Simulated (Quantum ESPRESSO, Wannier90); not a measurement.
## Wannier functions of NbAs (I4₁md)

Materials Project entry mp-2059; symmetrised, unrelaxed at this level. COD (Crystallography Open Database) has an entry of this formula and space group (matched by these alone). Level: PBEsol, spinors with spin-orbit coupling; pw.x of Quantum ESPRESSO at 68 Ry with PseudoDojo potentials, 4×4×4 k-points, Wannier90. Density: 10×10×10 mesh, cold smearing 0.01 Ry.

```
begin unit_cell_cart
ang
    0.0000000000   -3.4665400000    0.0000000000
    3.4665400000    0.0000000000    0.0000000000
   -1.7332700000    1.7332700000    5.9050300000
end unit_cell_cart
mp_grid = 4 4 4
```

Task: Which shells of neighbouring k-points and which b-vectors and weights does Wannier90 pick for this cell and mesh?

Result: 
```
 *---------------------------------- K-MESH ----------------------------------*
 +----------------------------------------------------------------------------+
 |                    Distance to Nearest-Neighbour Shells                    |
 |                    ------------------------------------                    |
 |          Shell             Distance (Ang^-1)          Multiplicity         |
 |          -----             -----------------          ------------         |
 |             1                   0.266010                      2            |
 |             2                   0.472248                      8            |
 |             3                   0.532020                      2            |
 |             4                   0.603772                      8            |
 |             5                   0.640824                      4            |
 |             6                   0.693842                      8            |
 |             7                   0.798030                      2            |
 |             8                   0.804727                      8            |
       ... (lines left out)
 +----------------------------------------------------------------------------+
 | The b-vectors are chosen automatically                                     |
 | The following shells are used:                       1,  2                 |
 +----------------------------------------------------------------------------+
 |                        Shell   # Nearest-Neighbours                        |
 |                        -----   --------------------                        |
 |                          1               2                                 |
 |                          2               8                                 |
 +----------------------------------------------------------------------------+
 | Completeness relation is fully satisfied [Eq. (B1), PRB 56, 12847 (1997)]  |
 +----------------------------------------------------------------------------+
 |                  b_k Vectors (Ang^-1) and Weights (Ang^2)                  |
 |                  ----------------------------------------                  |
 |            No.         b_k(x)      b_k(y)      b_k(z)        w_b           |
 |            ---        --------------------------------     --------        |
 |             1         0.000000    0.000000    0.266010     5.848447        |
 |             2         0.000000    0.000000   -0.266010     5.848447        |
 |             3         0.453131    0.000000    0.133005     1.217566        |
 |             4         0.000000   -0.453131    0.133005     1.217566        |
 |             5         0.453131    0.000000   -0.133005     1.217566        |
 |             6         0.000000   -0.453131   -0.133005     1.217566        |
 |             7        -0.453131    0.000000   -0.133005     1.217566        |
 |             8        -0.453131    0.000000    0.133005     1.217566        |
 |             9         0.000000    0.453131   -0.133005     1.217566        |
 |            10         0.000000    0.453131    0.133005     1.217566        |
```
